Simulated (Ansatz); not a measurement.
**Fields on a plane of VBiO4 (scheelite type, space group I4_1/a)**

```xyz
12
Lattice="-2.5830 2.5830 5.8897 2.5830 -2.5830 5.8897 2.5830 2.5830 -5.8897" Properties=species:S:1:pos:R:3 pbc="T T T"
Bi     0.0000     2.5830     2.9449
Bi     0.0000     0.0000     0.0000
V      2.5830     0.0000     2.9449
V      0.0000     0.0000     5.8897
O      3.2979    -1.2870     3.8647
O      1.8681     1.2870     3.8647
O      1.2870     0.7149     6.8096
O      1.2960     1.8681     0.9198
O     -0.7149     1.2870     4.9699
O      3.2979     1.2960    -0.9198
O      1.2960    -0.7149     2.0250
O      3.8701     0.7149     2.0250
```

The slice is a (001) plane (indices of the conventional cell) through the point (0.671, 0.283, 0.111) (fractional), spanned by u = [101] and v = [011] in vectors of this cell: u (5.17 Å) and v (5.17 Å, at 90° to u). It covers one period; positions are fractions (u, v).

Atoms on it: O at (0.00, 0.00); O at (0.50, 0.28). Other atoms lie within 1 Å of the plane.

Level of theory: PBE (plane waves to 420 eV, PAW, scalar-relativistic; Ansatz, an electronic-structure program). k mesh 7×7×7. Inside the PAW spheres the values are not all-electron values, and peaks at nuclei hang on which shells count as valence. Spin-orbit coupling is left out, though Bi is heavy. The PAW data are Ansatz's earlier set. This is one of several known forms of VBiO4; the measured ambient cells at hand have space group No. 15 or 60. VBiO4 is run without spin polarisation. VBiO4 was relaxed with its symmetry unable to fall.

```
|xx88998844110000000000000000001155999988|
|9999996622000000001111000000000044889999|
|9988662211111100112222221100000022558899|
|5533221122222211112233332200000000224455|
|1111112233443322112233332211000000000000|
|0011223344554433221122222211000000000000|
|0011224455555544221111110000000000000000|
|1111223344555544221100000000000000001111|
|2222112244444433110000000000000000112233|
|3322111122332211111122221100000000112233|
|3322111111111111336677776644110000001122|
|1111000000001144889999999977330000000011|
|0000000000003388999988999999551100000000|
|000000000011559999xxxxxx9999551100000000|
|11110000001155999977xxxx9988330000000011|
|6655331100003388999988999955111100002255|
|9999884400001166999999997722111111115588|
|9999997722000022667788773311001111448899|
|xx88999955000000112233221100000022779988|
|xxxx9999661100000000000000000000449999xx|
```
Scale: ten equal steps from 0.01 (start of '0') to 0.83 (end of '9'), in the order '0123456789'. Values: electron localisation function (ELF). The map has 20 points along u (two characters each, u = 0 at the left) and 20 along v (v = 0 in the bottom row). Points within 0.3 Å of a nucleus are blanked (x), as the pseudised field means little there.

```
|@@#+-:........::=+#@|
|%#*=-:...:::...:-=*#|
|++==-::::--::...:-=+|
|==----------:.. .:--|
|:--======---:.   ..:|
|:--=+++==--::.    ..|
|:-=++*++=-::.     .:|
|--=++*+==-:..    ..:|
|--==+++=--:..    .:-|
|----===----::.  ..:-|
|--------==+=-:....:-|
|::::::-=+*#*+=:...::|
|.....:-+*%%%#+-:....|
|... .:-+#@@@%*=-:...|
|::...:-+#@@@%*=--:::|
|=--:..-+*%%%#+===--=|
|++=-:.:-+***++====++|
|%#*=-..:-========+*#|
|@@#+-:..::-----==*#@|
|@@#+-:.....::::-=*%@|
```
Scale: ten equal steps from -1.59 (start of ' ') to 0.94 (end of '@'), in the order ' .:-=+*#%@'. Values: log₁₀ of the valence density in e/Å³. The map has 20 points along u (one character each, u = 0 at the left) and 20 along v (v = 0 in the bottom row). The scale is logarithmic, as a density can span decades between atoms and voids.
